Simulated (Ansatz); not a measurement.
SnO (zinc blende, space group No. 216) under volume change, PBEsol (plane waves, PAW; program Ansatz), scaled uniformly.

```json
[
 {"V (Å³/atom)": "17.669", "E − E(relaxed) (meV/atom)": "37.8", "P (GPa)": "7.53"},
 {"V (Å³/atom)": "18.251", "E − E(relaxed) (meV/atom)": "15.9", "P (GPa)": "4.61"},
 {"V (Å³/atom)": "18.834", "E − E(relaxed) (meV/atom)": "3.8", "P (GPa)": "2.13"},
 {"V (Å³/atom)": "19.416", "E − E(relaxed) (meV/atom)": "0.0", "P (GPa)": "0.00"},
 {"V (Å³/atom)": "19.999", "E − E(relaxed) (meV/atom)": "3.4", "P (GPa)": "-1.84"},
 {"V (Å³/atom)": "20.581", "E − E(relaxed) (meV/atom)": "13.1", "P (GPa)": "-3.45"},
 {"V (Å³/atom)": "21.164", "E − E(relaxed) (meV/atom)": "28.3", "P (GPa)": "-4.86"}
]
```

**Question.** What does a third-order Birch–Murnaghan fit give for V₀, B₀ and B′?

**Answer.** V₀ = 19.41 Å³/atom, B₀ = 66.4 GPa, B′ = 3.9.

Space group F-43m (zinc blende). The start of the workflow was typed in or built on a structure type; neither database checked (COD, Materials Project) lists it. It is not the phase usual at ambient conditions (space group No. 129). The cell was relaxed with PBEsol under the symmetry of its start. At this level the phase is mechanically unstable. The volume moved by 16 % from the start of the relaxation. Scalar-relativistic: spin–orbit coupling is off unless named, which matters more the heavier the elements.

Potentials: the earlier of the program's two PAW sets. The files were generated under PBE; for other functionals the program regenerates the frozen cores, and for LDA and PBEsol the local potential too.
